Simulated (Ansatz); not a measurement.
The calculation used Ansatz 0.2.0, DFT PBE, scalar-relativistic, plane waves, PAW. Settings: cutoff 420 eV, Γ-centred meshes spaced at most about 0.3 Å⁻¹, and about 0.25 Å⁻¹ or finer for metals (2π included), Gaussian smearing. No spin polarisation in the final relaxations.

Temperature and zero-point effects are left out.

Two relaxed structures of InB2As3:

1. Space group P6/mmm (No. 191), hexagonal, a = 5.399 Å, c = 5.804 Å. In has 2 B at 2.12 Å; around B lie 1 B at 1.57 Å, 1 In at 2.12 Å and 6 As at 2.81 Å; around As lie 4 As at 2.70 Å and 4 B at 2.81 Å.

2. Space group Cmmm (No. 65), orthorhombic, a = 3.427 Å, b = 14.532 Å, c = 4.917 Å. Around In lie 4 B at 2.83 Å, 4 As at 3.00 Å, 4 As at 3.27 Å and 2 In at 3.43 Å; B has 2 As at 2.21 Å, 1 B at 2.79 Å and 2 In at 2.83 Å; As on a site of symmetry mmm is surrounded by 4 B at 2.21 Å and 4 In at 3.00 Å; As on a site of symmetry m2m has 2 As at 2.41 Å and 2 In at 3.27 Å.

Task: Which is lower in energy, and by how much?

Result: Cell 1 is lower, by 222 meV/atom. Cell 1 has space group P6/mmm (No. 191), 24.4 Å³/atom and no gap on its mesh; cell 2 has space group Cmmm (No. 65), 20.4 Å³/atom and no gap. Counting As or B atoms around In (for each partner element, those within 1.25 times its shortest distance or 1.15 times the sum of covalent radii, where it is the nearest in units of that sum or under 1.3), cell 1 has In 2 and cell 2 has In 12. Cell 1 holds B–B pairs (shortest 1.57 Å); cell 2 holds As–As chains (shortest 2.41 Å). Even the lower one lies +0.97 eV/atom against the reference forms of the elements (uncorrected), so neither is stable at this level. Both come from invented guesses. A third cell relaxed alike, in P-3m1, lies 0.55 eV/atom below the lower of the two.

Weakly bound directions are ill-defined at this level, which has no dispersion term (P6/mmm), and this can change margins and order among such cells. Cells relaxed within their symmetry can be saddle points.
